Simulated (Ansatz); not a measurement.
Property card for SiGe

SiGe:
```xyz
10
Lattice="-1.9811 1.9811 14.0265 1.9811 -1.9811 14.0265 1.9811 1.9811 -14.0265" Properties=species:S:1:pos:R:3 pbc="T T T"
Si     0.0000     0.0000    25.3712
Si     1.9811     0.0000    12.6827
Si     0.0000     0.0000    14.0265
Si     1.9811     0.0000     1.3438
Si     0.0000     0.0000     2.6817
Ge     0.0000     1.9811     4.0811
Ge     0.0000     0.0000    19.5763
Ge     1.9811     0.0000     7.0132
Ge     0.0000     0.0000     8.4767
Ge     0.0000     1.9811     9.9453
```

Space group I-4m2 (No. 119); conventional cell a = b = 3.9622 Å, c = 28.0530 Å, α = β = γ = 90.00°.

Method: PBE (plane waves, PAW; program Ansatz). Structure relaxed to zero pressure with the same functional. Other levels are named where they apply.

**Cell and energy**

- Volume per atom: 22.02 Å³
- Density: 3.80 g/cm³
- Formation energy from the elements (no fitted shifts): 0.015 eV/atom

**Electronic structure**

Band gap: 0.33 eV (direct)
Valence-band maximum: at Γ
Conduction-band minimum: at Γ
Electron effective mass: 0.18, 0.18, 1.4 mₑ (principal values)
Hole effective mass, band 1 of 2 at the edge: 2.2 along x, 0.26 along z (mₑ)
Hole effective mass, band 2 of 2 at the edge: 0.055 along x, 0.26 along z (mₑ)

**Mechanics**

- Bulk modulus (Birch–Murnaghan fit) = 73.6 GPa
- Pressure derivative B′ = 4.6

The start of the workflow was typed in or built on a structure type; neither database checked (COD, Materials Project) lists it. Whether it is the stable phase at ambient conditions was not checked. The PBE relaxation kept the symmetry of its start; whether a distortion lowers the energy is not shown. The references are the lowest solids computed at this level, not always the standard phases. Scalar-relativistic: spin–orbit coupling is off unless named, which matters more the heavier the elements.

Potentials: the later of the program's two PAW sets.
